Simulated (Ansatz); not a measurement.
Input and command of a calculation in Ansatz (plane waves; scalar-relativistic PAW potentials unless the input names others):

```yaml
crystal:
  lattice:
    - [-2.3319730381, 2.3319730381, 5.6835318863]
    - [2.3319730381, -2.3319730381, 5.6835318863]
    - [2.3319730381, 2.3319730381, -5.6835318863]
  atoms:
    - { symbol: Sn, position: [0.0, 0.0, 0.0] }
    - { symbol: Bi, position: [0.5, 0.5, 0.0] }
    - { symbol: Bi, position: [0.25, 0.75, 0.5] }
    - { symbol: Bi, position: [0.75, 0.25, 0.5] }
basis:
  ecutwfc: 500
kpoints:
  mp_grid: { grid: [12, 12, 12] }
hamiltonian:
  xc: r2scan
scf:
  occupations: { method: gaussian, width: 0.1 }
  n_extra_bands: 16
  mixing: { algorithm: msr1, beta: 0.3, ndim: 16 }
output:
  forces: true
  eigenvalues: true
  stress: true
```

```bash
ansatz run input.yaml --threads 1 --pin off --max-ram 2560MiB --backend cpu --events-out ev --progress --plain --runs-dir out
```

Abridged log:
```
scf.n_extra_bands = 16 over 30 filled bands (N_el = 59.0): the run solves 46 bands
Pseudopotentials: kind: paw
Pseudopotential: Sn, paw, valence charge 14, recommended cutoff 500 eV (meta_gga)
Pseudopotential: Bi, paw, valence charge 15, recommended cutoff 500 eV (meta_gga)
Functional definition: r2SCAN
Crystal: 4 atoms, lattice volume = 123.630 Å³
Basis set: ecut = 500 eV, 3077 PW (Γ), exchange–correlation on 192×192×192 points (64 copies of the dense FFT grid, shifted against one another)
Bands: 46, of which v1, the nominal top of the filled ones, is band 30 counted from 1 (29 counted from 0)
Symmetry: 16 space group operations
Space group: I4/mmm (ITA 139), of the structure as read, at distance tolerance 5.0e-5 Å
k-points: 163 of 1728
Initial density: superposition of atomic densities (neutral atoms: chi_scale 0, normalization atom), corrected by the library's trained network
Initial wavefunctions: pseudopotential atomic-orbital guess
Functional: x = r2scan, c = r2scan; τ floored in thin density (d = 2e-4 eV/Å³)
SCF iter   1: F=—  HF=-43270.710731 eV  |F-HF|=—  |Δ(HF+E_count)|=         —  Δρ=4.06e-3  dr2=2.19e-2  dr2_τ=7.05e-4  ethr=1.77e-3  ⟨swp⟩=9.0  Hψ=39024  notcnv=0  defer=655
SCF iter   2: F=—  HF=-43270.727123 eV  |F-HF|=—  |Δ(HF+E_count)|=   1.64e-2  Δρ=3.02e-3  dr2=1.32e-2  dr2_τ=2.31e-4  ethr=3.72e-5  ⟨swp⟩=2.0  Hψ=10272  notcnv=0  defer=869
SCF iter   3: F=—  HF=-43270.729985 eV  |F-HF|=—  |Δ(HF+E_count)|=   2.86e-3  Δρ=7.02e-4  dr2=9.93e-4  dr2_τ=1.63e-5  ethr=2.24e-5  ⟨swp⟩=3.0  Hψ=10942  notcnv=0  defer=869
SCF iter   4: F=—  HF=-43270.730517 eV  |F-HF|=—  |Δ(HF+E_count)|=   5.32e-4  Δρ=2.41e-4  dr2=7.53e-5  dr2_τ=1.70e-6  ethr=1.68e-6  ⟨swp⟩=2.0  Hψ=7459  notcnv=0  defer=869
SCF iter   5: F=—  HF=-43270.730630 eV  |F-HF|=—  |Δ(HF+E_count)|=   1.13e-4  Δρ=4.80e-5  dr2=3.65e-6  dr2_τ=7.79e-8  ethr=1.28e-7  ⟨swp⟩=2.2  Hψ=8065  notcnv=0  defer=869
SCF iter   6: F=—  HF=-43270.730633 eV  |F-HF|=—  |Δ(HF+E_count)|=   3.12e-6  Δρ=1.49e-5  dr2=4.54e-7  dr2_τ=6.00e-9  ethr=6.19e-9  ⟨swp⟩=2.0  Hψ=9236  notcnv=0  defer=869
SCF iter   7: F=-43270.730633 eV  HF=-43270.730633 eV  |F-HF|=2.83e-8  |Δ(HF+E_count)|=   2.17e-7  Δρ=5.60e-6  dr2=8.46e-8  dr2_τ=6.84e-10  ethr=1.69e-10  ⟨swp⟩=16.3  Hψ=50983  notcnv=0
SCF 1 converged in 7 iterations: F = -43270.730633 eV  dr2 = 8.46e-8
SCF converged after 7 iterations
Free energy (F): -43270.730633 eV
Harris-Foulkes:  -43270.730633 eV  (|F-HF|=2.83e-8)
Internal energy: -43270.719978 eV  (E = F + TS)
E sigma→0 (E₀):  -43270.725306 eV
Entropy (-TS):   -0.010655 eV (-2.664 meV/atom)
Fermi energy:    11.170410 eV
--- Forces (eV/Å), atoms counted from 1 ---
  atom   1  Sn     0.00000000     0.00000000     0.00000000
  atom   2  Bi     0.00000000     0.00000000     0.00000000
  atom   3  Bi     0.00000000     0.00000000     0.00000000
  atom   4  Bi     0.00000000     0.00000000     0.00000000
--- Stress (GPa, compression-positive) ---
       -0.003590       0.000000       0.000000
        0.000000      -0.003590       0.000000
        0.000000       0.000000       0.000926
  P = ⅓ Tr σ = -0.0021 GPa (-0.021 kbar)
```

Apart from outputs and the relaxation, which only the reference makes, the input differs from a reference run on usual settings in scf.n_extra_bands: not typed → 16; scf.mixing.algorithm: not typed → "msr1"; scf.mixing.beta: not typed → 0.3; scf.mixing.ndim: not typed → 16. The reference, at the same geometry, ended its own course with pressure 0.00 GPa, largest force 0.000 eV/Å, no gap on the mesh. This run converged in 7 SCF iterations with an energy at zero smearing within 0.01 meV/atom of the reference's, pressure 0.00 GPa, largest force 0.000 eV/Å, no gap on the mesh.

Time: 2.6 min on 1 thread of Intel(R) Xeon(R) Processor @ 2.50GHz (Skylake/Cascade Lake), with other jobs on the host, peak memory 1.4 GiB.